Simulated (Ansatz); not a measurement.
## CuF3 in the ReO3-type structure

The computed numbers are results of PBE, scalar-relativistic (collinear spin) in the plane-wave PAW code Ansatz at 420 eV, Γ-centred 10×10×5 mesh, 0.05 eV Gaussian smearing; PAW files: Ansatz's generated set soft_2.

```
CELL_PARAMETERS angstrom
3.78977 0.00000 3.78977
0.00000 3.78977 3.78977
0.00000 0.00000 7.57955
ATOMIC_POSITIONS crystal
Cu 0.00000 0.00000 0.00000
F 0.50000 0.00000 0.75000
F 0.00000 0.00000 0.25000
F 0.00000 0.50000 0.75000
Cu 0.00000 0.00000 0.50000
F 0.50000 0.00000 0.25000
F 0.00000 0.00000 0.75000
F 0.00000 0.50000 0.25000
```

The structure was built from a prototype; whether the compound forms in it isn't claimed. The ideal cubic cell shuts out tilts of the octahedra, which such structures often take.

Magnetic state: antiferromagnetic, site spin moments Cu 0.71, -0.71 μB.

The cell is relaxed to zero pressure at this level.

The cell has space group Pm-3m (read at 0.01 Å). In it the stress is 0.00, 0.00, 0.00, 0.00, 0.00, 0.00 GPa and the largest force component 0.000 eV/Å. Each change below starts from this cell, without further relaxation. Stress is in GPa, positive in compression, in the order xx, yy, zz, yz, xz, xy; energies are counted from the cell above.

Problem. What happens when atom 5 (Cu) is moved by 0.05 Å along x?

Solution. The energy changes by 23.4 meV per cell, and the force on it along the shift is -0.941 eV/Å (−F/u = 18.82 eV/Å²). Stress: 0.37, -0.01, -0.01, 0.00, 0.00, 0.00.
```tsv
atom	Fx (eV/Å)	Fy	Fz
Cu1	0.261	0.000	0.000
F2	0.248	0.000	0.000
F3	0.010	0.000	0.000
F4	0.010	0.000	0.000
Cu5	-0.941	0.000	0.000
F6	0.393	0.000	0.000
F7	0.010	0.000	0.000
F8	0.010	0.000	0.000
```
In a harmonic crystal the energy would rise by −½F·u = ½ × 18.82 × 0.05² eV = 23.5 meV, which matches.

Problem. What happens when atom 8 (F) is moved by 0.05 Å along x?

Solution. The energy changes by 1.8 meV per cell, and the force on it along the shift is -0.073 eV/Å (−F/u = 1.46 eV/Å²). Stress: 0.01, -0.01, 0.00, 0.00, 0.00, 0.00.
| atom | Fx (eV/Å) | Fy | Fz |
| --- | --- | --- | --- |
| Cu1 | 0.010 | -0.003 | 0.000 |
| F2 | 0.038 | 0.051 | 0.000 |
| F3 | -0.009 | 0.000 | 0.000 |
| F4 | -0.004 | 0.000 | 0.000 |
| Cu5 | 0.010 | 0.003 | 0.000 |
| F6 | 0.038 | -0.051 | 0.000 |
| F7 | -0.009 | 0.000 | 0.000 |
| F8 | -0.073 | 0.000 | 0.000 |
In a harmonic crystal the energy would rise by −½F·u = ½ × 1.46 × 0.05² eV = 1.8 meV, which matches.

Problem. What stress follows from an engineering strain of -1 % in zz, atoms carried along?

Solution. 0.31, 0.31, 2.38, 0.00, 0.00, 0.00 GPa; the energy changes by 7.9 meV per cell.
The change of the stress over the strain gives a clamped-atom stiffness of about 238 GPa for this component, a secant value that lies under the elastic constant in tension and over it in compression, by several per cent for each per cent of strain.
In a harmonic crystal the energy would rise by V(½Cε² − σ₀ε), with σ₀ the stress of the unstrained cell, = 8.1 meV, which matches.

Problem. What stress follows from an engineering strain of 1 % in xy, atoms carried along?

Solution. 0.00, 0.00, 0.00, 0.00, 0.00, -0.26 GPa; the energy changes by 0.8 meV per cell.
The change of the stress over the strain gives a clamped-atom stiffness of about 26 GPa for this component.

The run wasn't fully tested for a lower electronic state. Site moments are of spin, integrated over atomic spheres.
